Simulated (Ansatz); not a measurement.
Here is the system:

YAl3:
```xyz
4
Lattice="4.2428 0.0000 0.0000 0.0000 4.2428 0.0000 0.0000 0.0000 4.2428" Properties=species:S:1:pos:R:3 pbc="T T T"
Y      0.0000     0.0000     0.0000
Al     0.0000     2.1214     2.1214
Al     2.1214     0.0000     2.1214
Al     2.1214     2.1214     0.0000
```

This is the r²SCAN-relaxed structure.

All from the program Ansatz at the r²SCAN level (PAW), unless another level is named. Estimate the density of states at the Fermi level.

0.29 states/eV per atom (mean over ±0.08 eV).

Next, the formation energy from the elements (no fitted shifts)?

-44 kJ/mol of atoms.

Space group Pm-3m (Cu3Au type). The workflow started from a Materials Project entry (that database holds measured and hypothetical structures alike); the Crystallography Open Database copy checked does not list it. Its standing as an ambient phase is unchecked. Symmetry was held in the r²SCAN relaxation; whether a distortion lowers the energy is not shown. No spin polarisation was allowed. The references are the lowest solids computed at this level, not always the standard phases. Spin–orbit coupling is left out wherever it is not named.

Potentials: the later of the program's two PAW sets.
